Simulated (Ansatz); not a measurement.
VO$_{2}$ (rutile)

```xyz
6
Lattice="4.5836 0.0000 0.0000 0.0000 4.5836 0.0000 0.0000 0.0000 2.8386" Properties=species:S:1:pos:R:3 pbc="T T T"
V      0.0000     0.0000     0.0000
V      2.2918     2.2918     1.4193
O      1.3752     1.3752     0.0000
O      3.6670     0.9166     1.4193
O      0.9166     3.6670     1.4193
O      3.2084     3.2084     0.0000
```

The slice is a (-1 2 0) plane (indices of the conventional cell) through the point (0.200, 0.800, 0.500) (fractional), spanned by u = [001] and v = [210] in vectors of this cell: u (2.84 Å) and v (10.25 Å, at 90° to u). It covers one period; positions are fractions (u, v).

Method: PBE (plane waves to 420 eV, PAW, scalar-relativistic; Ansatz, a quantum-chemistry and plane-wave program). k mesh 10×10×16. Inside the PAW spheres the values are not all-electron values, and peaks at nuclei hang on which shells count as valence. Relaxed VO2 ends ferromagnetic. This is a high-temperature form of VO2. VO2 is run spin-polarised and with no Hubbard U. VO2 was relaxed with its symmetry unable to fall. The magnetic order is the one the run started from; other orders were not tried.

Predict the map of the ELF of the up spins on the slice.


```
|xx@@@@==....==@@@@|
|@@@@##::    ::##@@|
|**++::        ::++|
|      ..::::..    |
|    ..++%%%%++..  |
|  ..==%%@@@@%%==..|
|  ..++@@@@@@@@++..|
|::..::%%@@@@%%::..|
|##++..::****::..++|
|xx%%++..::::..++%%|
|xxxx**........**xx|
|@@##--..++++..--##|
|**--::%%@@@@%%::--|
|....##@@xxxx@@##..|
|  ::%%@@xxxx@@%%::|
|  ..##@@@@@@@@##..|
|    ::##@@@@##::  |
|..    ..::::..    |
|**==............==|
|@@%%==..----..==%%|
|@@@@##..----..##@@|
|%%@@%%::....::%%@@|
|@@@@%%::....::%%@@|
|%%%%++..    ..++%%|
|==::..        ..::|
|                  |
|                  |
|....            ..|
|##**--        --**|
|@@@@##::    ::##@@|
|xx@@@@++....++@@@@|
|xxxx@@**....**@@xx|
```
Scale: ten equal steps from 0.01 (start of ' ') to 0.83 (end of '@'), in the order ' .:-=+*#%@'. Values: ELF of the up spins. The map has 9 points along u (two characters each, u = 0 at the left) and 32 along v (v = 0 in the bottom row). Points within 0.4 Å of a nucleus are blanked (x), as the pseudised field means little there.
